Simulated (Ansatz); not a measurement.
In₂Ge₂O₇:
```
In2Ge2O7
1.0
    3.35050     4.41183     0.00000
   -3.35050     4.41183     0.00000
   -1.06824     0.00000     4.82774
In Ge O
2 2 7
Direct
  0.69284   0.69284   0.00000
  0.30716   0.30716   0.00000
  0.76618   0.23382   0.59297
  0.23382   0.76618   0.40703
  0.07454   0.59473   0.21159
  0.92546   0.40527   0.78841
  0.59473   0.07454   0.78841
  0.40527   0.92546   0.21159
  0.00000   0.00000   0.50000
  0.40865   0.59135   0.72694
  0.59135   0.40865   0.27306
```

The program Ansatz at the r²SCAN level (PAW) gives a gap of 2.75 eV without spin–orbit coupling, maximum at Γ, minimum at Γ.

**Question.** What happens when spin–orbit coupling is switched on?

**Answer.** The gap is nearly the same, to 2.75 eV; maximum at Γ, minimum at Γ.

**Question.** Give the electron effective mass with spin–orbit coupling.

**Answer.** 0.25, 0.27, 0.27 mₑ (principal values).

**Question.** Give the hole effective mass with spin–orbit coupling.

**Answer.** 0.59 along x, 1.9 along z (mₑ).

Space group C2/m. The first step of the workflow began from a Materials Project structure, measured or hypothetical; the Crystallography Open Database files this formula in space group No. 12, but the cells were not matched. Whether it is the stable phase at ambient conditions was not checked. The r²SCAN relaxation kept the symmetry of its start; whether a distortion lowers the energy is not shown.

Potentials: the later of the program's two PAW sets.
